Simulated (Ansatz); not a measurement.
Starting cell, ZrB2 (AlB2 type, space group P6/mmm):

```
ZrB2
1.0
    6.34286     0.00000     0.00000
   -1.58571     2.74654     0.00000
    0.00000     0.00000     3.54132
Zr B
2 4
Cartesian
  0.00000   0.00000   0.00000
  3.17143   0.00000   0.00000
  0.00000   1.83103   1.77066
  3.17143   1.83103   1.77066
  1.58571   0.91551   1.77066
  4.75714   0.91551   1.77066
```

Scan: atom 2 (Zr, nearest neighbour B at 2.547 Å; its periodic images, 3.2 Å or more away, move with it) is displaced along Cartesian [111], direction (0.577, 0.577, 0.577) in Cartesian axes, by s. The other atoms stay.

These are PBE (plane waves to 420 eV, PAW, scalar-relativistic; Ansatz, an electronic-structure program) values and carry that method's errors. k mesh 7×14×11 (Γ-centred), Fermi-Dirac smearing 0.05 eV. Energies are smeared free energies. With partly filled bands, energies and forces of such displacements shift with the k mesh and the smearing. ZrB2 is run without spin polarisation. ZrB2 was relaxed with its symmetry unable to fall. The zero of ΔE is the undisplaced structure. The last digit holds for this mesh only.

| s (Å) | ΔE (meV/cell) |
|---|---|
| -0.250 | 616.6 |
| -0.200 | 390.6 |
| -0.150 | 217.9 |
| -0.100 | 96.3 |
| -0.050 | 24.0 |
| 0.000 | 0.0 |
| 0.050 | 24.0 |
| 0.100 | 96.3 |
| 0.150 | 217.9 |
| 0.200 | 390.6 |
| 0.250 | 616.6 |

Q: What force constant k = d²E/ds² at s = 0 does the table give?

A: 19 eV/Å². It is the second difference of the nearest points, corrected with the next pair.

Q: With k = 19.17 eV/Å² from the forces, is the well harmonic out to s = 0.250 Å?

A: ½ks² = 599 meV/cell against the computed 617 meV/cell, so the well is close to harmonic there.

(A displaced cell: forces are minus the slopes of the energy, force constants its curvatures, and phonons follow from these.)
